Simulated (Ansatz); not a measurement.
# SrAs$_{4}$Rh$_{6}$ squeezed and stretched

A database entry relaxed whole under r2SCAN (P-6m2):

```
CELL_PARAMETERS angstrom
7.23933 0.00000 0.00000
-3.61967 6.26945 0.00000
0.00000 0.00000 3.83925
ATOMIC_POSITIONS crystal
Sr 0.00000 0.00000 0.00000
As 0.80932 0.19068 0.50000
As 0.38137 0.19068 0.50000
As 0.80932 0.61863 0.50000
As 0.33333 0.66667 0.00000
Rh 0.53466 0.46534 0.00000
Rh 0.93069 0.46534 0.00000
Rh 0.53466 0.06931 0.00000
Rh 0.20214 0.79786 0.50000
Rh 0.59572 0.79786 0.50000
Rh 0.20214 0.40428 0.50000
```

The cell was scaled uniformly, its shape held, and the atoms relaxed at each volume with plane-wave PAW DFT (Ansatz 0.2.0; r2SCAN, 500 eV, 6×6×9 Γ-centred mesh, fermi-dirac occupations of width 0.100 eV; no spin, no spin-orbit coupling). One row is withheld.

```csv
volume (Å³/atom),energy over the lowest (meV/atom),pressure (GPa)
14.891,35.3,12.88
15.207,14.9,8.05
15.524,3.5,3.77
15.841,0.0,-0.03
16.158,3.6,-3.39
16.475,?,?
16.791,29.0,-9.01
```

**Question.** Fit the pressures of the other rows to the third-order Birch-Murnaghan form.

**Answer.** With f = [(V₀/V)^(2/3) − 1]/2 and P = 3B₀f(1 + 2f)^(5/2)[1 + 3(B₀′ − 4)f/2], least squares gives V₀ = 15.84 Å³ an atom, B₀ = 179 GPa and B₀′ = 5.0; the rows miss the fit by less than 0.01 GPa. The slope of the energies differs from these pressures by 0.10 GPa, since they are taken to zero smearing while pressures follow the free energy.

**Question.** What does the withheld row hold?

**Answer.** The fit gives -6.37 GPa at 16.475 Å³; the run gave -6.37 GPa and 13.5 meV an atom.

Caveats: the shape of the cell was held, so B₀ is an upper bound where the axes differ in stiffness; 0 K, fixed nuclei; the symmetry was kept, and this need not be the phase that is stable at 0 K; one mesh for all volumes; every run is gapless at this level; pressure is positive in compression.
